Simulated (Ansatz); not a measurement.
# Is this DyMgF structure a true minimum?

The structure comes from a generated guess, relaxed at this level; another structure or a mixture of phases may lie lower.

Level of theory: Ansatz, DFT PBE, scalar-relativistic, plane waves, PAW, and for the lanthanide a 4f-in-core norm-conserving potential. Cutoff 630 eV; k points 10×10×4 on the computed 6-atom cell (Γ-centred); Gaussian smearing, width 0.10 eV; no spin polarisation.

The cell below (6 atoms, space group P4/nmm (No. 129)) is relaxed within its symmetry.

```cif
data_structure
_symmetry_space_group_name_H-M 'P 1'
_symmetry_Int_Tables_number 1
_cell_length_a 3.4910
_cell_length_b 3.4910
_cell_length_c 10.3439
_cell_angle_alpha 90.000
_cell_angle_beta 90.000
_cell_angle_gamma 90.000
_cell_volume 126.06
loop_
_atom_site_label
_atom_site_type_symbol
_atom_site_fract_x
_atom_site_fract_y
_atom_site_fract_z
_atom_site_occupancy
Dy1 Dy 0.00000 0.50000 0.37781 1
Dy2 Dy 0.50000 0.00000 0.62219 1
Mg1 Mg 0.00000 0.50000 0.88418 1
Mg2 Mg 0.50000 0.00000 0.11582 1
F1 F 0.00000 0.00000 0.00000 1
F2 F 0.50000 0.50000 0.00000 1
```

For the test a repeat of it with 12 atoms (edges 3.49, 3.49, 20.69 Å) was strained at random (σ = 1.5 % a component), the atoms were moved at random (σ = 0.05 Å), and all was relaxed again on a coarse 6×6×1 mesh (in the run’s order of axes) with 0.20 eV smearing, with no symmetry imposed.

Question: Does it come back?

Answer: It returns, within 1 meV/atom of the unmoved cell on that mesh and with the same symmetry when read at 0.1 Å (Pmmn at 0.01 Å, so small strains and shifts remain). So it is stable against the distortions that fit this cell and that this random move excites. Modes that don't fit the cell aren't tested.

The lanthanide is trivalent by construction, without f bands, f moments or other valences.
